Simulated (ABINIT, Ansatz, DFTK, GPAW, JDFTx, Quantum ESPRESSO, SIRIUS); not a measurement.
**One calculation of TaAs, 7 ways**

```
Ta As
1.0
    -1.72181    1.72181    5.86794
     1.72181   -1.72181    5.86794
     1.72181    1.72181   -5.86794
Ta As
2 2
Cartesian
  0.0000 0.0000 5.8676
  1.7218 0.0000 2.9336
  0.0000 0.0000 0.9698
  0.0000 1.7218 3.9037
```

The cell is a database's computed one, not the measured one.

Alike in all runs: task single point; functional PBEsol; k mesh 11 × 11 × 11; occupations fermi-dirac, width 0.05 eV; no spin polarisation; no spin-orbit coupling. Pressure is positive in compression and, in plane waves, holds the error of the finite cutoff.

| program and potentials | plane-wave cutoff (eV) | notes | pressure (GPa) |
| --- | --- | --- | --- |
| SIRIUS, PseudoDojo 0.4.1 PBEsol standard (scalar relativistic) | 1152 | 14 valence electrons an atom on average | -3.62 |
| GPAW, PAW data sets generated for this functional | 600 | 9 valence electrons an atom on average | -3.21 |
| Quantum ESPRESSO, GBRV 1.5 PBEsol | 762 | 9 valence electrons an atom on average | ? |
| JDFTx, PseudoDojo-SR-PBEsol-0.4.1-standard with smoothed tails | 1143 | 14 valence electrons an atom on average | -3.62 |
| Ansatz, all-electron LAPW, scalar-relativistic | - | - | -3.78 |
| ABINIT, JTH PAW PBE v2.0 | 517 | potentials made for PBE; 14 valence electrons an atom on average | -3.74 |
| DFTK, PseudoDojo SR PBEsol 0.4.1 standard (PBEsol) | 1143 | 14 valence electrons an atom on average | -3.62 |

Task: Estimate from the other rows what the run with Quantum ESPRESSO, GBRV 1.5 PBEsol gave.

Result: Pressure -3.16 GPa. The other rows, which needn't bracket it: pressure -3.78 to -3.21.
